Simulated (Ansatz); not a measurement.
Input and command of a plane-wave DFT calculation in Ansatz:

```yaml
crystal:
  lattice:
    - [5.0301999808, 0.0, 0.0]
    - [0.0, 7.1137770343, 0.0]
    - [0.0, 0.0, 25.853849976]
  atoms:
    - { symbol: C, position: [0.25, 0.5, 0.309431671] }
    - { symbol: C, position: [0.25, 0.0, 0.309431671] }
    - { symbol: C, position: [0.75, 0.5, 0.309431671] }
    - { symbol: C, position: [0.75, 0.0, 0.309431671] }
    - { symbol: C, position: [0.5, 0.625, 0.309431671] }
    - { symbol: C, position: [0.5, 0.125, 0.309431671] }
    - { symbol: C, position: [0.0, 0.625, 0.309431671] }
    - { symbol: C, position: [0.0, 0.125, 0.309431671] }
    - { symbol: C, position: [0.5, 0.75, 0.3580723956] }
    - { symbol: C, position: [0.5, 0.25, 0.3580723956] }
    - { symbol: C, position: [0.0, 0.75, 0.3580723956] }
    - { symbol: C, position: [0.0, 0.25, 0.3580723956] }
    - { symbol: C, position: [0.75, 0.875, 0.3580723956] }
    - { symbol: C, position: [0.75, 0.375, 0.3580723956] }
    - { symbol: C, position: [0.25, 0.875, 0.3580723956] }
    - { symbol: C, position: [0.25, 0.375, 0.3580723956] }
    - { symbol: C, position: [0.75, 0.0, 0.4067131201] }
    - { symbol: C, position: [0.75, 0.5, 0.4067131201] }
    - { symbol: C, position: [0.25, 0.0, 0.4067131201] }
    - { symbol: C, position: [0.25, 0.5, 0.4067131201] }
    - { symbol: C, position: [0.0, 0.125, 0.4067131201] }
    - { symbol: C, position: [0.0, 0.625, 0.4067131201] }
    - { symbol: C, position: [0.5, 0.125, 0.4067131201] }
    - { symbol: C, position: [0.5, 0.625, 0.4067131201] }
    - { symbol: C, position: [3.36912e-05, 0.2504002746, 0.4551769002] }
    - { symbol: C, position: [-1.24998e-05, 0.750646799, 0.4551282072] }
    - { symbol: C, position: [0.4999677469, 0.2506828429, 0.4550376158] }
    - { symbol: C, position: [0.5000064838, 0.7506701191, 0.4550487044] }
    - { symbol: C, position: [0.2499550505, 0.3744389156, 0.4551027484] }
    - { symbol: C, position: [0.2499949645, 0.8746319041, 0.4552084042] }
    - { symbol: C, position: [0.7500349641, 0.3743348263, 0.4550614893] }
    - { symbol: C, position: [0.7500198203, 0.8744841888, 0.4550795447] }
    - { symbol: C, position: [0.2501407161, 0.5045582507, 0.5051416604] }
    - { symbol: C, position: [0.2499279696, 0.0042676783, 0.5053175789] }
    - { symbol: C, position: [0.7498290736, 0.5043558649, 0.5051101061] }
    - { symbol: C, position: [0.7501304938, 0.0046792635, 0.5053863633] }
    - { symbol: C, position: [0.5000940555, 0.6203737683, 0.5050714344] }
    - { symbol: C, position: [0.4999091721, 0.1202225484, 0.5053917515] }
    - { symbol: C, position: [-0.000140635, 0.6201730649, 0.5051799721] }
    - { symbol: C, position: [0.0001305363, 0.1204307821, 0.5053754009] }
    - { symbol: C, position: [0.4998882721, 0.764071983, 0.5462550358] }
    - { symbol: C, position: [0.499933777, 0.2656057425, 0.5459676596] }
    - { symbol: C, position: [1.36245e-05, 0.7644646636, 0.5463387638] }
    - { symbol: C, position: [0.0001052871, 0.2650398051, 0.5467189973] }
    - { symbol: C, position: [0.7500939325, 0.8597063591, 0.5463412444] }
    - { symbol: C, position: [0.7503262247, 0.3610371089, 0.546596208] }
    - { symbol: C, position: [0.2500289868, 0.8604454365, 0.5471431762] }
    - { symbol: C, position: [0.2496613087, 0.3612575573, 0.5466904972] }
basis:
  ecutwfc: 420
kpoints:
  mp_grid: { grid: [3, 2, 1] }
hamiltonian:
  xc: pbe
  dispersion: d3bj
scf:
  occupations: { method: gaussian, width: 0.05 }
output:
  forces: true
  eigenvalues: true
  write_density: true
  volumetric_format: npy
efield:
  axis: 3
  dipole_correction: true
  ramp_width: 0.04
```

```bash
ansatz run input.yaml --threads 4 --pin off --max-ram 10240MiB --backend cpu --events-out ev --progress --plain --runs-dir out
```

Processor: Arm Neoverse V2, 4 threads, on a host shared with other jobs.

Estimate time, memory and problem size.

About 34 s on 4 threads of Arm Neoverse V2, with other jobs on the host, peak memory 2.1 GiB. It solves 144 bands at 4 k points (the mesh reduced by the symmetry that the task leaves, which can be less than the crystal's) with about 18105 plane waves, in 12 SCF iterations.
